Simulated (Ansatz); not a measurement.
**Hf (hcp)**

Level of theory: DFT, PBE with spin–orbit coupling, two-component spinors; plane waves to 420 eV with PAW datasets (Ansatz 0.2.0), Γ-centred 16×16×8 mesh, 0.05 eV Gaussian smearing. The datasets are Ansatz's generated set soft_2.

```xyz
2
Lattice="3.2007 0.0000 0.0000 -1.6004 2.7719 0.0000 0.0000 0.0000 5.0689" Properties=species:S:1:pos:R:3 pbc="T T T"
Hf    0.0000    1.8479    3.8016
Hf    1.6004    0.9240    1.2672
```

The cell is relaxed to zero pressure at this level.

Path: Γ–M–K–Γ–A–L–H–A | L–M | H–K, with Γ = (0.000, 0.000, 0.000), M = (0.500, 0.000, 0.000), K = (0.333, 0.333, 0.000), A = (0.000, 0.000, 0.500), L = (0.500, 0.000, 0.500), H = (0.333, 0.333, 0.500) in reciprocal vectors of the calculation's cell.

**Question.** Is it a metal or an insulator, and if it has a gap, where are the band edges on this path?

**Answer.** A metal: bands cross the Fermi level.

Levels between -3 and 5 eV from the Fermi level at the path's named points:
```tsv
point	below E_F (eV)	above E_F (eV)
Γ		0.55 0.55 1.00 1.00 1.38 1.38 1.41 1.41 1.76 1.76 2.22 2.22 2.61 2.61 2.83 2.83
M	-2.72 -2.72 -2.22 -2.22 -0.82 -0.82	0.74 0.74 0.84 0.84 1.71 1.71
K	-2.09 -2.09 -1.98 -1.98 -1.63 -1.63 -1.47 -1.47	0.30 0.30 0.41 0.41 2.06 2.06
A		0.14 0.14 0.14 0.14 0.93 0.93 0.93 0.93 1.23 1.23 1.23 1.23 4.75 4.75 4.75 4.75 4.89 4.89 4.89 4.89
L	-0.98 -0.98 -0.98 -0.98	1.09 1.09 1.09 1.09 2.69 2.69 2.69 2.69
H	-1.76 -1.76 -1.69 -1.69 -1.61 -1.61 -1.32 -1.32 -0.38 -0.38 -0.08 -0.08	2.40 2.40 2.67 2.67
```
